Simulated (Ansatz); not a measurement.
Bands of Ir

```yaml
crystal:
  lattice:
    - [0.00000, 1.92696, 1.92696]
    - [1.92696, 0.00000, 1.92696]
    - [1.92696, 1.92696, 0.00000]
  atoms:
    - { symbol: Ir, position: [0.00000, 0.00000, 0.00000] }
```

Conventional cell: a = 3.854 Å, b = 3.854 Å, c = 3.854 Å, α = 90.00°, β = 90.00°, γ = 90.00°. Ir (atom 1) is surrounded by 12 Ir at 2.73 Å.

Structure from Materials Project entry mp-101 (possibly hypothetical), not relaxed further.

Spin polarisation is left out, and whether a magnetic state lies lower isn't shown here.

Computed with DFT, PBE, all-electron LAPW, Dirac equation with spin-orbit coupling in Ansatz 0.2.0.

Settings: a Γ-centred 18×18×18 k mesh, Fermi–Dirac smearing of 0.03 eV, basis error target 0.5 meV/atom, no spin polarisation.

Points in fractions of the reciprocal vectors of this cell: Γ (0, 0, 0), X (0.5, 0, 0.5), U (0.625, 0.25, 0.625), K (0.375, 0.375, 0.75), L (0.5, 0.5, 0.5), W (0.5, 0.25, 0.75). The path joins them by straight lines in the order Γ–X–U–K–Γ–L–W–X; legs that retrace an earlier one aren't tabulated. Energies are in eV from the Fermi level.

(1) Metal or insulator at this level of theory?

(2) Tabulate bands 36 to 43, counted from the lowest band of the run, along the path.

Answers

(1) No gap opens: metallic or semimetallic.

(2) 
| k (1/Å) | point | band 36 | band 37 | band 38 | band 39 | band 40 | band 41 | band 42 | band 43 |
| --- | --- | --- | --- | --- | --- | --- | --- | --- | --- |
| 0.00 | Γ | -4.27 | -4.27 | -4.27 | -3.44 | -3.44 | -1.12 | -1.12 | -1.12 |
| 0.33 |  | -4.53 | -3.99 | -3.99 | -3.25 | -3.25 | -1.58 | -1.58 | -0.96 |
| 0.65 |  | -5.41 | -3.47 | -3.47 | -2.37 | -2.37 | -2.22 | -2.22 | -0.50 |
| 0.98 |  | -6.40 | -3.07 | -3.07 | -1.22 | -1.22 | -0.96 | -0.96 | 0.19 |
| 1.30 |  | -7.10 | -0.77 | -0.77 | 0.27 | 0.27 | 0.43 | 0.43 | 1.19 |
| 1.63 | X | -7.35 | 0.62 | 0.62 | 1.05 | 1.05 | 1.31 | 1.31 | 1.94 |
| 1.75 |  | -7.30 | 0.17 | 0.17 | 0.63 | 0.63 | 1.49 | 1.49 | 2.54 |
| 1.86 |  | -7.15 | -0.73 | -0.73 | 0.35 | 0.35 | 1.38 | 1.38 | 3.62 |
| 1.98 |  | -6.87 | -1.59 | -1.59 | -0.03 | -0.03 | 1.18 | 1.18 | 4.79 |
| 2.09 |  | -6.48 | -2.37 | -2.37 | -0.49 | -0.49 | 0.92 | 0.92 | 5.95 |
| 2.21 | U | -6.04 | -3.06 | -3.06 | -0.96 | -0.96 | 0.61 | 0.61 | 6.04 |
| 2.41 |  | -5.78 | -3.68 | -3.68 | -1.34 | -1.34 | 0.64 | 0.64 | 6.02 |
| 2.61 |  | -5.57 | -4.49 | -4.49 | -1.70 | -1.70 | 0.77 | 0.77 | 6.46 |
| 2.81 |  | -5.57 | -4.49 | -4.49 | -1.70 | -1.70 | 0.77 | 0.77 | 6.46 |
| 3.01 |  | -5.78 | -3.68 | -3.68 | -1.34 | -1.34 | 0.64 | 0.64 | 6.02 |
| 3.21 | K | -6.04 | -3.06 | -3.06 | -0.96 | -0.96 | 0.61 | 0.61 | 6.04 |
| 3.55 |  | -5.09 | -4.56 | -4.56 | -2.11 | -2.11 | -0.51 | -0.51 | 4.09 |
| 3.90 |  | -5.18 | -4.40 | -4.40 | -2.54 | -2.54 | -1.69 | -1.69 | 2.04 |
| 4.24 |  | -5.00 | -3.86 | -3.86 | -2.68 | -2.68 | -2.14 | -2.14 | -0.16 |
| 4.59 |  | -4.46 | -4.06 | -4.06 | -3.26 | -3.26 | -1.47 | -1.47 | -1.06 |
| 4.93 | Γ | -4.27 | -4.27 | -4.27 | -3.44 | -3.44 | -1.12 | -1.12 | -1.12 |
| 5.22 |  | -4.36 | -4.15 | -4.15 | -3.34 | -3.34 | -1.29 | -1.29 | -1.16 |
| 5.50 |  | -4.60 | -4.00 | -4.00 | -3.01 | -3.01 | -1.47 | -1.47 | -1.00 |
| 5.78 |  | -4.15 | -4.12 | -4.12 | -3.13 | -3.13 | -0.84 | -0.84 | -0.28 |
| 6.06 |  | -4.37 | -3.47 | -3.47 | -2.36 | -2.36 | 0.14 | 0.14 | 0.68 |
| 6.35 | L | -4.48 | -3.61 | -3.61 | -0.99 | -0.99 | 0.54 | 0.54 | 1.14 |
| 6.58 |  | -4.54 | -3.58 | -3.58 | -1.93 | -1.93 | 0.74 | 0.74 | 2.08 |
| 6.81 |  | -5.00 | -3.40 | -3.40 | -2.83 | -2.83 | 0.60 | 0.60 | 3.97 |
| 7.04 |  | -5.64 | -4.19 | -4.19 | -2.11 | -2.11 | 0.50 | 0.50 | 5.96 |
| 7.27 |  | -5.35 | -4.77 | -4.77 | -1.73 | -1.73 | 0.97 | 0.97 | 6.75 |
| 7.50 | W | -5.01 | -4.94 | -4.94 | -1.79 | -1.79 | 1.42 | 1.42 | 7.95 |
| 7.66 |  | -5.81 | -3.98 | -3.98 | -1.47 | -1.47 | 1.42 | 1.42 | 7.21 |
| 7.83 |  | -6.47 | -2.84 | -2.84 | -0.75 | -0.75 | 1.44 | 1.44 | 5.89 |
| 7.99 |  | -6.96 | -1.58 | -1.58 | 0.01 | 0.01 | 1.47 | 1.47 | 4.42 |
| 8.15 |  | -7.25 | -0.23 | -0.23 | 0.54 | 0.54 | 1.52 | 1.52 | 2.93 |
| 8.31 | X | -7.35 | 0.62 | 0.62 | 1.05 | 1.05 | 1.31 | 1.31 | 1.94 |
